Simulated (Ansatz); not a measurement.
Consider the following.

FeBiO$_{3}$:
```
CELL_PARAMETERS angstrom
      2.78458     1.60768     4.46892
     -2.78458     1.60768     4.46892
      0.00000    -3.21536     4.46892
ATOMIC_POSITIONS crystal
  Bi 0.22804 0.22804 0.22804
  Bi 0.77196 0.77196 0.77196
  Fe 0.00000 0.00000 0.00000
  Fe 0.50000 0.50000 0.50000
  O  0.82910 0.67323 0.22565
  O  0.22565 0.82910 0.67323
  O  0.67323 0.22565 0.82910
  O  0.17090 0.32677 0.77435
  O  0.77435 0.17090 0.32677
  O  0.32677 0.77435 0.17090
```
The run is spin-polarised; directions of the spins, atom by atom: 0 0 ↑ ↓ 0 0 0 0 0 0.

This is the PBEsol-relaxed structure.

All from PBEsol in the plane-wave PAW code Ansatz, unless another level is named. Give the highest zone-centre frequency (without LO–TO term).

567 cm⁻¹.

What about the bulk modulus (Birch–Murnaghan fit)?

110 GPa.

Space group R-3. The start of the workflow was typed in or built on a structure type; neither database checked (COD, Materials Project) lists it. It is not the phase usual at ambient conditions (space group No. 161). The PBEsol relaxation kept the symmetry of its start, as lowered by the spin order; whether a distortion lowers the energy is not shown. Magnetic state: antiferromagnetic, chosen from 5 collinear starts compared on coarse meshes (ties went to the first, and starts can fall back to one state), not a proven ground state. No Hubbard U is applied. Scalar-relativistic: spin–orbit coupling is off unless named, which matters more the heavier the elements.

Potentials: the later of the program's two PAW sets.
